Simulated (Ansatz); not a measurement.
SiO2 (rutile)

```yaml
crystal:
  lattice:
    - [4.19456, 0.00000, 0.00000]
    - [0.00000, 4.19456, 0.00000]
    - [0.00000, 0.00000, 2.67844]
  atoms:
    - { symbol: Si, position: [0.00000, 0.00000, 0.00000] }
    - { symbol: Si, position: [0.50000, 0.50000, 0.50000] }
    - { symbol: O, position: [0.30606, 0.30606, 0.00000] }
    - { symbol: O, position: [0.80606, 0.19394, 0.50000] }
    - { symbol: O, position: [0.19394, 0.80606, 0.50000] }
    - { symbol: O, position: [0.69394, 0.69394, 0.00000] }
```

The volume is varied about the relaxed value V₀ at fixed cell shape. The atoms relax within the cell's symmetry.

Computed with PBEsol (plane waves to 420 eV, PAW, scalar-relativistic; Ansatz, a first-principles code). k mesh 8×8×13 (Γ-centred), Fermi-Dirac smearing 0.05 eV. Compression counts positive. SiO2 was relaxed with its symmetry unable to fall.

At one point of the scan the stress tensor (GPa) is:

```
   71.1      0.0      0.0
    0.0     71.1      0.0
    0.0      0.0     85.1
```

Question: Which point is it?
(A) V/V₀ = 0.840
(B) V/V₀ = 0.920
(C) V/V₀ = 0.880
(D) V/V₀ = 0.960

Answer: A, V/V₀ = 0.840

(Under strain, the slope of the energy per volume gives the stress and its curvature an elastic modulus.)
